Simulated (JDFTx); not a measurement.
Ru(0001) slab cut from bulk Ru (space group P6_3/mmc, indices of the conventional cell, lattice of the Materials Project entry mp-33, not re-optimised): 4 atoms in 4 planes, a 1x1 cell of 6.35 Å² (|a| = 2.708, |b| = 2.708 Å), 6.4 Å between the outermost planes, cell height 30.4 Å, 10×10×1 k mesh, Fermi smearing 0.01 Ha, no spin polarisation.

Method: PBE, GBRV ultrasoft potentials, plane waves to 20/100 Ha, in JDFTx (a modified build). Unrelaxed slab in linear PCM (GLSSA13), water, with a linear (Debye) 1:1 salt. C is the mean capacitance on the positive side of zero charge, good to about 1.5 %; C_d = ε₀ε/λ is the diffuse-layer value.

```csv
salt,λ (Å),1000/C_d (cm²/μF),1000/C (cm²/μF)
0.1 M,9.61,13.85,63.3
0.3 M,5.55,7.99,57.7
1 M,3.04,4.38,withheld
3 M,1.75,2.53,51.3
```

Fit the Parsons-Zobel line 1000/C = m·(1000/C_d) + q to the other rows by least squares, predict the withheld value, and compare with the run.

The fit gives m = 1.06, q (cm²/μF) = 48.8, with a root-mean-square miss of 0.29 cm²/μF on its own rows. It predicts 53.5 cm²/μF; the run gives 53.5 cm²/μF, the same to these digits.

Two capacitors in series would give m = 1; the intercept corresponds to an inner capacitance of 20.5 μF/cm².
